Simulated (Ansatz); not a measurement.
SnC (CsCl type), relaxed with PBE (Ansatz, an electronic-structure program, plane waves, PAW): a = b = c = 3.1041 Å, α = β = γ = 90.00°.

- ΔH_f (eV/atom) = 2.10
- B₀ by P(V) fit (GPa) = 92.1

Q: The same phase is relaxed and computed with PBEsol in the same code. What are the cell and these values now?

A: a = b = c = 3.0566 Å, α = β = γ = 90.00°.

ΔH_f (eV/atom): 2.03
B₀ by P(V) fit (GPa): 107

Constructed cells (a structure type filled with these elements, in neither database checked): SnC, CsCl type. Unstable at this level: SnC, CsCl type with PBEsol. All cells were relaxed under the symmetry of their starts (and spin orders); stability against distortions was not tested throughout. Scalar-relativistic: spin–orbit coupling is off unless named, which matters more the heavier the elements.

Potentials: the later of the program's two PAW sets.

Ansatz is a plane-wave DFT program.

Formation energies count from the lowest solids of the elements computed at the same level, not from gases.
